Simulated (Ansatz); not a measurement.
**ReP (rocksalt structure)**

Level of theory: DFT, r²SCAN, scalar-relativistic, no spin polarisation; plane waves to 500 eV with PAW datasets (Ansatz 0.2.0), 12×12×12 k-mesh, Gaussian smearing of 0.05 eV. The datasets are Ansatz's generated set soft_2.

```yaml
crystal:
  lattice:
    - [0.00000, 2.44585, 2.44585]
    - [2.44585, 0.00000, 2.44585]
    - [2.44585, 2.44585, 0.00000]
  atoms:
    - { symbol: Re, position: [0.50000, 0.50000, 0.50000] }
    - { symbol: P, position: [0.00000, 0.00000, 0.00000] }
```

This is a trial structure made by placing the elements on a prototype's sites, so it needn't be the stable form.

Q: Which orbitals carry the states at the Fermi level, and how many states are there?

A: Within 0.1 eV of it: Re 5d 77 %, P 3p 15 % (shares among the projected shells; no valence p shell of Re is among them). The Fermi level sits on a steep edge: the density of states is 1.9, 1.3 and 0.9 states/eV per cell at −0.1, 0 and +0.1 eV.

Density of states (tetrahedra, averaged over 0.5 eV; states/eV per cell of 2 atoms; energy in eV from the Fermi level; projections on Löwdin-orthogonalised atomic orbitals, summed over sites):

```tsv
E	total	Re 5d	P 3p	Re 6s	P 3s	Re 5p
-6.60	0.68	0.18	0.41	0.04	0.02	0.01
-6.10	1.99	0.80	1.10	0.01	0.03	0.03
-5.60	2.96	1.56	1.32	0.01	0.02	0.02
-5.10	1.70	0.98	0.67	0.01	0.01	0.01
-4.60	0.93	0.54	0.36	0.00	0.01	0.00
-4.10	0.58	0.33	0.23	0.00	0.00	0.00
-3.60	0.34	0.20	0.14	0.00	0.00	0.00
-3.10	0.37	0.23	0.12	0.00	0.00	0.00
-2.60	0.84	0.56	0.23	0.01	0.01	0.00
-2.10	0.98	0.76	0.15	0.02	0.01	0.00
-1.60	1.13	0.93	0.12	0.03	0.01	0.00
-1.10	1.43	1.20	0.11	0.05	0.02	0.00
-0.60	1.63	1.41	0.10	0.03	0.03	0.00
-0.10	2.06	1.65	0.22	0.08	0.05	0.00
0.40	3.24	2.31	0.38	0.34	0.12	0.00
0.90	1.32	0.86	0.30	0.08	0.04	0.00
1.40	1.20	0.62	0.43	0.07	0.02	0.01
1.90	0.90	0.41	0.31	0.07	0.05	0.00
2.40	0.80	0.34	0.26	0.06	0.06	0.00
2.90	0.70	0.27	0.23	0.05	0.05	0.00
3.40	0.66	0.24	0.22	0.05	0.05	0.00
3.90	0.74	0.23	0.22	0.04	0.05	0.00
```

Scalar-relativistic only: spin–orbit splittings of the heavy atoms' levels are missing. A displaced or strained copy of the relaxed cell lay 5.1 meV/atom lower, so the structure isn't a true minimum at this level, unless the mesh, which matters in a metal, makes it so.
